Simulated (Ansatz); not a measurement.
Values for one crystal, relaxed and computed with PBEsol (plane waves, PAW; program Ansatz); other levels are named.

Volume per atom: 21.72 Å³
Electronic character: metallic (no gap)
Density of states at the Fermi level: 0.20 states/eV per atom (mean over ±0.08 eV)
Formation energy from the elements (no fitted shifts): -0.32 eV/atom
Bulk modulus (Birch–Murnaghan fit): 90.4 GPa
Pressure derivative B′: 5.1
Gap with spin–orbit coupling: none (metallic)

Q: Which compound is it?
(A) TiRh, CsCl type
(B) ZrRh3, Cu3Au type
(C) HfRh3, Cu3Au type
(D) In3Rh, P4_2/mnm (In on 4c, In on 8j, Rh on 4f)

A: D, In3Rh, P4_2/mnm (In on 4c, In on 8j, Rh on 4f)

The workflow started from a Materials Project entry (that database holds measured and hypothetical structures alike); the Crystallography Open Database copy checked does not list it. Whether it is the stable phase at ambient conditions was not checked. Symmetry was held in the PBEsol relaxation; its stability against distortions is not shown here. No spin polarisation was allowed. The references are the lowest solids computed at this level, not always the standard phases. Spin–orbit coupling is left out wherever it is not named.

Potentials: the later of the program's two PAW sets.
